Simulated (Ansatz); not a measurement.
A relaxed cell of ZrTi₃C₄ is given with its symmetry left out. The cell was found from a structure generator's guess, not taken from experiment.

The calculation used DFT PBE, scalar-relativistic, plane waves, PAW in Ansatz. Cutoff 420 eV, Γ-centred mesh, Gaussian smearing, no spin polarisation.

```cif
data_structure
_symmetry_space_group_name_H-M 'P 1'
_symmetry_Int_Tables_number 1
_cell_length_a 4.4441
_cell_length_b 4.4441
_cell_length_c 4.4441
_cell_angle_alpha 90.000
_cell_angle_beta 90.000
_cell_angle_gamma 90.000
_cell_volume 87.77
loop_
_atom_site_label
_atom_site_type_symbol
_atom_site_fract_x
_atom_site_fract_y
_atom_site_fract_z
_atom_site_occupancy
Zr1 Zr 0.00000 0.00000 0.00000 1
Ti1 Ti 0.50000 0.00000 0.50000 1
Ti2 Ti 0.50000 0.50000 0.00000 1
Ti3 Ti 0.00000 0.50000 0.50000 1
C1 C 0.00000 0.50000 0.00000 1
C2 C 0.50000 0.50000 0.50000 1
C3 C 0.00000 0.00000 0.50000 1
C4 C 0.50000 0.00000 0.00000 1
```

Energies over the elements count from the elements' standard structures at the same level, with no fitted energy shifts.

(1) What space group does it have?

(2) How far does it lie from the elements in energy?

(3) Is it a metal?

Results:

(1) Pm-3m (No. 221), with Zr and Ti ordered on rock salt sites. Conventional cell: a = 4.444 Å. Zr has 6 C at 2.22 Å and 12 Ti at 3.14 Å; Ti has 6 C at 2.22 Å, 4 Zr at 3.14 Å and 8 Ti at 3.14 Å; C on a site of symmetry 4/mmm is surrounded by 2 Zr at 2.22 Å and 4 Ti at 2.22 Å; around C on a site of symmetry m-3m lie 6 Ti at 2.22 Å.

(2) −0.76 eV/atom. Whether it is stable depends on the other phases of the system, which aren't compared here.

(3) Yes, bands cross the Fermi level on the 8×8×8 mesh.

The last run used an 8×8×8 mesh for its 8-atom cell and Gaussian smearing of 0.10 eV. The reference form of C is held partly by dispersion forces, which this level lacks. Symmetry constrained the relaxation, so the result can be a saddle point.
